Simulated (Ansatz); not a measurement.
# Levels of theory for CO2 (Pa-3)

All numbers come from the plane-wave code Ansatz. (Simulation; spin polarisation is off.)

Structure: CO2 (started from an entry of an open crystallographic database), at its r2SCAN+rVV10 minimum. It is cubic, Pa-3 (No. 205); a = 5.442 Å in the conventional setting, 13.43 Å³ an atom. C has 2 O at 1.16 Å; O has 1 C at 1.16 Å.

```cif
data_structure
_symmetry_space_group_name_H-M 'Pa-3'
_symmetry_Int_Tables_number 205
_cell_length_a 5.4423
_cell_length_b 5.4423
_cell_length_c 5.4423
_cell_angle_alpha 90.000
_cell_angle_beta 90.000
_cell_angle_gamma 90.000
_cell_volume 161.19
loop_
_atom_site_label
_atom_site_type_symbol
_atom_site_symmetry_multiplicity
_atom_site_Wyckoff_symbol
_atom_site_fract_x
_atom_site_fract_y
_atom_site_fract_z
_atom_site_occupancy
C1 C 4 a 0.00000 0.00000 0.00000 1
O1 O 8 c 0.12309 0.12309 0.12309 1
```

Relaxed lattice by functional, symmetry kept:

| functional | k mesh | a (Å) | volume (Å³/atom) |
| --- | --- | --- | --- |
| PBE-D3(BJ) | 4×4×4 | 5.710 | 15.52 |
| r2SCAN+rVV10 | 4×4×4 | 5.442 | 13.43 |

Gaps on the r2SCAN+rVV10 cell, each the least over its mesh and the special points:

| level | k mesh | gap (eV) | kind | edges | least direct gap (eV) |
| --- | --- | --- | --- | --- | --- |
| PBE | 6×6×6 | 6.97 | direct | Γ | 6.97 |
| r2SCAN | 6×6×6 | 7.59 | direct | Γ | 7.59 |
| HSE06 | 4×4×4 | 8.73 | direct | Γ | 8.73 |
| PBE0 | 4×4×4 | 9.52 | direct | Γ | 9.52 |

PBE: smearing of 0.02 eV; the others have fixed occupations.
Wave cutoffs: 420 eV, 500 eV (r2SCAN).

With HSE06 the gap is 8.73 eV and direct, at Γ.

r2SCAN covers 35 % of the step from PBE to HSE06. Among these functionals the gap stays direct.

r2SCAN (ground state on 4×4×4): The clamped-ion dielectric constant comes out as 2.02 in all directions. Born charges, averaged over directions: C +1.51, O -0.76 e. The program notes that the ground state's band table doesn't vouch for all the bands that the response reads.

The meshes of the hybrids are coarse, so their gaps aren't converged to the digits shown.
